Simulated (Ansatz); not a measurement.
An Ansatz (a quantum-chemistry and plane-wave program) input:

Ansatz 0.2 input:
```yaml
crystal:
  lattice:
    - [-1.6544369454, 1.6544369454, 1.6544369454]
    - [1.6544369454, -1.6544369454, 1.6544369454]
    - [1.6544369454, 1.6544369454, -1.6544369454]
  atoms:
    - { symbol: Nb, position: [0.0, 0.0, 0.0] }
kpoints:
  mp_grid: { grid: [13, 13, 13] }
  band_path:
    path:
      - [[0.0, 0.0, 0.0], [0.5, -0.5, 0.5], [0.0, 0.0, 0.5], [0.0, 0.0, 0.0], [0.25, 0.25, 0.25], [0.5, -0.5, 0.5]]  # Γ-H-N-Γ-P-H
      - [[0.25, 0.25, 0.25], [0.0, 0.0, 0.5]]  # P-N
    npoints: 12
basis: { xc_grid: 2 }
hamiltonian:
  xc: pbe
  pseudopotentials: { azcp: { folder: ./paw }, kind: paw_fr }
magnetization: { noncollinear: true, spin_orbit: true }
scf:
  n_extra_bands: 13
  convergence: { dr2_threshold: 0.0000000001 }
  occupations: { method: gaussian, width: 0.05 }
output: { eigenvalues: true }
```

How many symmetry operations and irreducible k-points will the run report?

48 operations, 84 of 2197 k-points.

With a cutoff of 420 eV, how many plane waves at Γ?

369.

It took very roughly 6 core-seconds on shared server cores.

Space group Im-3m (bcc (W type)). The PBE relaxation kept the symmetry of its start. The run is not spin-polarised.

Potentials: the earlier of the program's two PAW sets.

Ansatz is a plane-wave DFT program.
